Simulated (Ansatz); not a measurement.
SnP2O7 in space group P-1 (No. 2; Pearson symbol aP20), plane-wave PAW PBE (Ansatz code), all energies at zero smearing, with the estimated change up to a 700 eV cutoff added, with one set of potentials and settings (totals compare only within such a set). Cell of 20 atoms (2 Sn, 4 P, 14 O): -23021.158 eV.

| element | reference phase | E (eV/atom) |
|---|---|---|
| Sn | Fd-3m, 2 atoms in the cell | -6024.2128 |
| P | Cmce, 4 atoms in the cell | -755.6743 |
| O | C2/m, 4 atoms in the cell, spin-polarised | -565.0000 |

Formation energy per atom, worked out: (-23021.158 − 2×(-6024.2128) − 4×(-755.6743) − 14×(-565.0000))/20 = -2.002 eV/atom (-193 kJ per mol of atoms), at 0 K, without zero-point energy or fitted corrections.

The workflow started from a Materials Project entry (that database holds measured and hypothetical structures alike); the Crystallography Open Database copy checked does not list it. COD files the formula under space group No. 205. Entries of such low symmetry are often ordered models of mixed-site phases. Whether it is the stable phase at ambient conditions was not checked. The PBE relaxation kept the symmetry of its start; whether a distortion lowers the energy is not shown. The references are the lowest solids computed at this level, not always the standard phases (solids in place of the gases). Spin–orbit coupling is left out wherever it is not named.

Potentials: the later of the program's two PAW sets.
